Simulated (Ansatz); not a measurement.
# Phonon dispersion of Zn2O

Computed with Ansatz 0.2.0, DFT PBE, scalar-relativistic, plane waves, PAW. Cutoff 420 eV, 12×12×4 k-points (Γ-centred), Gaussian smearing of 0.10 eV. No spin polarisation. Phonons by linear response, acoustic sum rule imposed.

The cell, relaxed at this level:
```
Zn O
1.0
     3.16913    0.00000    0.00000
    -1.58456    2.74455    0.00000
     0.00000    0.00000    9.56989
Zn O
4 2
Direct
  0.33333 0.66667 0.27328
  0.66667 0.33333 0.56787
  0.00000 0.00000 0.98741
  0.33333 0.66667 0.79112
  0.00000 0.00000 0.19188
  0.33333 0.66667 0.47743
```

The cell was found from a proposed guess, not taken from experiment. In a metal, frequencies and elastic constants depend on the k mesh and the smearing, soft modes and shear constants most. Some empty bands missed the eigensolver's threshold. The q mesh is coarse, so values between its points are rough.

Force constants from linear response on a 3×3×1 q mesh.

Path: Γ–M–K–Γ–A–L–H–A | L–M | H–K. Only the points of the 3×3×1 mesh were computed; the rest is interpolation, which is rough on so few points. On the mesh no mode is imaginary. Distance along the path (Å⁻¹), then the branches (cm⁻¹, negative for imaginary):
```
0.000  0 0 0 49 49 66 66 90 90 143 182 250 335 335 383 383 424 559
0.286  19 19 42 52 72 73 82 91 97 146 182 243 341 360 390 406 427 549
0.572  18 34 55 70 82 86 95 116 126 159 189 234 354 405 408 435 452 530
0.859  16 37 66 86 90 92 108 126 139 162 215 243 362 417 434 453 480 523
1.145  18 37 70 88 96 102 113 122 146 156 227 254 364 421 438 462 488 526
1.310  19 39 69 89 99 102 118 124 146 155 225 251 371 426 438 462 485 523
1.475  20 43 66 92 101 107 128 133 146 155 220 246 387 436 441 460 480 515
1.640  22 48 64 95 101 113 133 146 149 156 215 240 405 434 454 462 473 503
1.806  22 49 63 97 100 115 134 147 155 156 213 238 416 429 458 466 472 496
2.136  20 44 64 88 99 116 126 136 141 158 212 239 394 431 444 458 471 511
2.466  17 36 60 77 90 95 105 118 128 160 193 233 366 411 420 439 458 524
2.797  17 25 44 56 74 79 84 91 101 147 182 241 344 366 393 412 428 546
3.127  0 0 0 49 49 66 66 90 90 143 182 250 335 335 383 383 424 559
3.209  7 7 25 47 47 67 67 90 90 140 180 251 335 335 383 383 424 559
3.291  14 14 44 44 49 68 68 90 90 131 177 255 335 335 383 383 424 559
3.373  20 20 40 40 70 70 73 90 90 116 174 258 335 335 383 383 425 558
3.456  23 23 38 38 70 70 90 90 90 101 174 260 335 335 383 383 425 558
3.742  24 34 48 56 75 83 90 90 104 113 174 251 341 360 390 406 428 548
4.028  17 34 65 70 86 92 94 102 135 151 183 239 354 405 408 436 452 529
4.314  14 34 71 86 92 96 107 116 149 158 212 245 362 417 434 453 480 523
4.600  16 36 74 87 98 98 112 120 149 157 226 254 365 421 438 462 488 526
4.766  16 38 70 92 96 102 116 123 149 156 224 251 371 426 438 462 485 523
4.931  17 43 64 97 99 108 126 132 148 155 219 246 387 436 441 460 480 515
5.096  18 48 60 99 102 112 137 144 149 154 214 240 405 434 454 461 473 503
5.261  19 50 58 99 103 113 140 148 150 155 212 238 416 429 458 466 472 496
5.591  17 44 61 94 101 110 128 134 147 154 210 240 394 432 444 458 471 511
5.922  16 37 62 86 91 97 102 107 138 154 188 237 366 411 420 440 458 524
6.252  24 35 52 58 78 86 90 91 107 119 174 249 344 366 393 412 429 546
6.583  23 23 38 38 70 70 90 90 90 101 174 260 335 335 383 383 425 558
6.624  16 36 74 87 98 98 112 120 149 157 226 254 365 421 438 462 488 526
6.706  17 36 72 87 97 99 113 120 148 157 226 254 365 421 438 462 488 526
6.788  18 36 71 88 96 100 113 121 147 156 226 254 364 421 438 462 488 526
6.870  18 37 70 88 96 102 113 122 146 156 227 254 364 421 438 462 488 526
6.911  19 50 58 99 103 113 140 148 150 155 212 238 416 429 458 466 472 496
6.993  19 50 59 99 103 113 139 148 152 155 213 238 416 429 458 466 472 496
7.075  20 50 61 98 102 114 136 147 154 155 213 238 416 429 458 466 472 496
7.157  22 50 62 97 101 114 135 147 155 156 213 238 416 429 458 466 472 496
7.239  22 49 63 97 100 115 134 147 155 156 213 238 416 429 458 466 472 496
```
